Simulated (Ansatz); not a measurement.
## Surface calculation: bcc Fe (111), 3 layers

The slab is cut from the bcc crystal, the stable phase, as relaxed on PAW files (10.84 Å³/atom), with 16 Å of vacuum and a dipole correction:

```
CELL_PARAMETERS angstrom
3.94301 0.00000 0.00000
-1.97151 3.41475 0.00000
0.00000 0.00000 17.60970
ATOMIC_POSITIONS crystal
Fe 0.16667 0.33333 0.45429
Fe 0.50000 0.00000 0.50000
Fe 0.83333 0.66667 0.54571
```

All numbers are PBEsol results (scalar-relativistic) from Ansatz 0.2.0, with a Γ-centred 11×11×1 k mesh, Fermi–Dirac smearing of 0.08 eV, spin-polarised from start moments Fe1 2.5, Fe2 2.5, Fe3 2.5 μB. Methods: LAPW: all electrons, basis error target 1 meV/atom; PAW: frozen-core files, cutoff 420 eV.

The bulk energy comes from a cell in the slab's orientation on a 11×11×15 mesh. The surface energy is (E(slab) − N·E(bulk))/2A at zero smearing, the mean of both faces; thin slabs carry quantum-size effects.

Other magnetic orders may lie lower. The PAW files were made under PBE. The cell is 1×1, so reconstructions are forbidden, and in slabs of four or five layers the relaxations can be far larger than at a real surface.

Q: As cut, the LAPW slab lies 5.434 eV above 3 atoms of bulk. What surface energy is that?

A: Over two faces of 13.46 Å² it is 201.8 meV/Å², and times 16.02 J/m² per eV/Å² that gives γ = 3.233 J/m².

```
method  γ as cut (J/m²)  γ relaxed (J/m²)  Φ as cut (eV)  Φ relaxed (eV)
  LAPW            3.233                 ?           4.14               ?
```

Q: Give the missing entry: row "LAPW", column "Φ relaxed (eV)".

A: 4.74.

Q: What belongs in the row "LAPW", column "γ relaxed (J/m²)"?

A: 2.990.

Q: How do the spacings between the planes relax?

A: From the bottom face up: d12 -48.1 % of 0.805 Å, d23 -48.1 % of 0.805 Å.

Q: How do the moments vary through the slab?

A: Fe1 2.48, Fe2 2.09, Fe3 2.48 μB in the LAPW spheres; the bulk has Fe 2.14 μB.

Q: A field of 0.1 V/Å is applied along the normal, atoms held. What follows?

A: LAPW finds an induced dipole of 0.0276 e·Å a cell (PAW 0.0276), that is 3.71 Å for 4πα over the area, against 0.84 Å between the outer atoms.

Q: What changes if the images along the normal are cut off in place of the dipole correction?

A: LAPW then gives: no gap, work function 4.74 eV; PAW: no gap, work function 4.74 eV.
